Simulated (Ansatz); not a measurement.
VCo$_{3}$ (Cu3Au type, Pm-3m) under volume change, LDA in the plane-wave PAW code Ansatz, scaled uniformly.

```tsv
V (Å³/atom)	E − E(relaxed) (meV/atom)	P (GPa)
9.198	91.2	35.02
9.501	(withheld)	(withheld)
9.804	(withheld)	(withheld)
10.107	0.0	-0.02
10.411	8.1	-8.35
10.714	30.8	-15.40
11.017	65.7	-21.37
```

Task: Some entries are withheld; supply them.

Result: 
- 9.501, E − E(relaxed) (meV/atom): 38.2
- 9.501, P (GPa): 21.37
- 9.804, E − E(relaxed) (meV/atom): 9.0
- 9.804, P (GPa): 9.80

Task: What does a third-order Birch–Murnaghan fit give for V₀, B₀ and B′?

Result: V₀ = 10.11 Å³/atom, B₀ = 301 GPa, B′ = 4.5.

The first step of the workflow began from a Materials Project structure, measured or hypothetical; the Crystallography Open Database copy checked does not list it. With V and Co taken as one species the cell has the higher symmetry Fm-3m, so it may be an ordered model of a mixed-site phase. Its standing as an ambient phase is unchecked. The cell was relaxed with LDA under the symmetry of its start; of distortions, only those at the zone centre were tested. No spin polarisation was allowed.

Potentials: the earlier of the program's two PAW sets.
